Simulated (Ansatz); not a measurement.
Input:

Zr:
```yaml
crystal:
  lattice:
    - [3.24663, 0.00000, 0.00000]
    - [-1.62331, 2.81166, 0.00000]
    - [0.00000, 0.00000, 5.15184]
  atoms:
    - { symbol: Zr, position: [0.33333, 0.66667, 0.75000] }
    - { symbol: Zr, position: [0.66667, 0.33333, 0.25000] }
```

This is the r²SCAN-relaxed structure. x, y and z are the axes in which the lattice vectors are written.

All from r²SCAN in the plane-wave PAW code Ansatz, unless another level is named. Predict the Debye temperature from the elastic constants.

280 K.

Predict the elastic constants (relaxed ions, GPa).

C11 = 146, C12 = 71.0, C13 = 62.8, C33 = 169, C44 = 31.5.

Predict the highest zone-centre frequency.

148 cm⁻¹.

Space group P6_3/mmc (hcp (Mg type)). The r²SCAN relaxation kept the symmetry of its start; of distortions, only those at the zone centre were tested. No spin polarisation was allowed. As this level gives no gap, shear constants depend on the k-mesh and smearing (Fermi–Dirac, 0.1 eV here). As this level gives no gap, phonon frequencies hold no LO–TO term and depend on the k-mesh and smearing (Fermi–Dirac, 0.1 eV here).

Potentials: the later of the program's two PAW sets.
